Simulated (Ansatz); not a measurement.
GeSe (NiAs type, P6_3/mmc) at seven volumes, the program Ansatz at the PBE level (PAW), shape and atoms relaxed at each. One row is withheld.

```tsv
V (Å³/atom)	P (GPa)
21.217	5.55
21.916	3.57
22.616	?
23.315	0.00
24.015	-1.53
24.714	-2.86
25.414	-3.98
```

Fit the shown pressures and predict the withheld one.

P = (3/2)B₀(x^(7/2) − x^(5/2))[1 + (3/4)(B′ − 4)(x − 1)] with x = (V₀/V)^(2/3). Least squares on the six rows gives V₀ = 23.313 Å³/atom, B₀ = 52.4 GPa, B′ = 2.68. At V = 22.616, x = 1.0204 and P = 1.66 GPa. The run itself gave 1.70 GPa.

A made-up cell: these elements were put on the sites of a structure type; neither database checked (COD, Materials Project) lists it. It is not the phase usual at ambient conditions (space group No. 62). The PBE relaxation kept the symmetry of its start; whether a distortion lowers the energy is not shown.

Potentials: the later of the program's two PAW sets.
